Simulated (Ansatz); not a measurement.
CoBi3 in space group Pnma (No. 62; Co on 4c, Bi on 4c, Bi on 4c, Bi on 4c), PBEsol in the plane-wave PAW code Ansatz, all energies at zero smearing, with the estimated change up to a 700 eV cutoff added, with one set of potentials and settings (totals compare only within such a set). Cell of 16 atoms (4 Co, 12 Bi): -167276.007 eV.

```csv
element,reference phase,E (eV/atom)
Co,"P6_3/mmc, 2 atoms in the cell, spin-polarised",-5092.9959
Bi,"R-3m, 2 atoms in the cell",-12242.0039
```

Formation energy per atom, worked out: (-167276.007 − 4×(-5092.9959) − 12×(-12242.0039))/16 = 0.001 eV/atom (0 kJ per mol of atoms), at 0 K, without zero-point energy or fitted corrections.

The first step of the workflow began from a Materials Project structure, measured or hypothetical; the Crystallography Open Database copy checked does not list it. Whether it is the stable phase at ambient conditions was not checked. Symmetry was held in the PBEsol relaxation; whether a distortion lowers the energy is not shown. The run is not spin-polarised. The references are the lowest solids computed at this level, not always the standard phases. Spin–orbit coupling is left out wherever it is not named.

Potentials: the later of the program's two PAW sets.
